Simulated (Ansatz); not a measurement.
Computed properties of Zr₆Zn₂₃Si

Zr$_{6}$Zn$_{23}$Si:
```cif
data_SiZn23Zr6
_chemical_formula_sum 'Zr6 Zn23 Si1'
_space_group_name_H-M_alt 'P 1'
_space_group_IT_number 1
_cell_length_a 8.67750
_cell_length_b 8.67750
_cell_length_c 8.67750
_cell_angle_alpha 60.000
_cell_angle_beta 60.000
_cell_angle_gamma 60.000
loop_
_space_group_symop_operation_xyz
  'x, y, z'
loop_
_atom_site_label
_atom_site_type_symbol
_atom_site_fract_x
_atom_site_fract_y
_atom_site_fract_z
_atom_site_occupancy
Zr1 Zr 0.71146 0.28854 0.28854 1
Zr2 Zr 0.28854 0.71146 0.71146 1
Zr3 Zr 0.28854 0.71146 0.28854 1
Zr4 Zr 0.71146 0.28854 0.71146 1
Zr5 Zr 0.28854 0.28854 0.71146 1
Zr6 Zr 0.71146 0.71146 0.28854 1
Zn1 Zn 0.12396 0.12396 0.12396 1
Zn2 Zn 0.87604 0.87604 0.87604 1
Zn3 Zn 0.37187 0.87604 0.87604 1
Zn4 Zn 0.62813 0.12396 0.12396 1
Zn5 Zn 0.12396 0.12396 0.62813 1
Zn6 Zn 0.87604 0.87604 0.37187 1
Zn7 Zn 0.87604 0.37187 0.87604 1
Zn8 Zn 0.12396 0.62813 0.12396 1
Zn9 Zn 0.50000 0.00000 0.00000 1
Zn10 Zn 0.50000 0.00000 0.50000 1
Zn11 Zn 0.00000 0.50000 0.50000 1
Zn12 Zn 0.00000 0.50000 0.00000 1
Zn13 Zn 0.50000 0.50000 0.00000 1
Zn14 Zn 0.00000 0.00000 0.50000 1
Zn15 Zn 0.33403 0.33403 0.33403 1
Zn16 Zn 0.66597 0.66597 0.66597 1
Zn17 Zn 0.00209 0.66597 0.66597 1
Zn18 Zn 0.99791 0.33403 0.33403 1
Zn19 Zn 0.33403 0.33403 0.99791 1
Zn20 Zn 0.66597 0.66597 0.00209 1
Zn21 Zn 0.66597 0.00209 0.66597 1
Zn22 Zn 0.33403 0.99791 0.33403 1
Zn23 Zn 0.00000 0.00000 0.00000 1
Si1 Si 0.50000 0.50000 0.50000 1
```

Space group Fm-3m (No. 225); conventional cell a = b = c = 12.2718 Å, α = β = γ = 90.00°.

Method: DFT-r²SCAN in the program Ansatz with PAW potentials. The cell and atoms are relaxed at this level. Other levels are named where they apply.

Cell and energy:

| Property | Result |
|---|---|
| Volume per atom | 15.40 Å³ |
| Density | 7.47 g/cm³ |
| Formation energy from the elements (no fitted shifts) | -0.34 eV/atom |

Electronic structure:

| Quantity | Value |
|---|---|
| Electronic character | metallic (no gap) |
| Density of states at the Fermi level | 0.23 states/eV per atom (mean over ±0.08 eV) |

The first step of the workflow began from a Materials Project structure, measured or hypothetical; the Crystallography Open Database copy checked does not list it. Its standing as an ambient phase is unchecked. Symmetry was held in the r²SCAN relaxation; whether a distortion lowers the energy is not shown. No spin polarisation was allowed. The references are the lowest solids computed at this level, not always the standard phases. Spin–orbit coupling is left out wherever it is not named.

Potentials: the later of the program's two PAW sets.
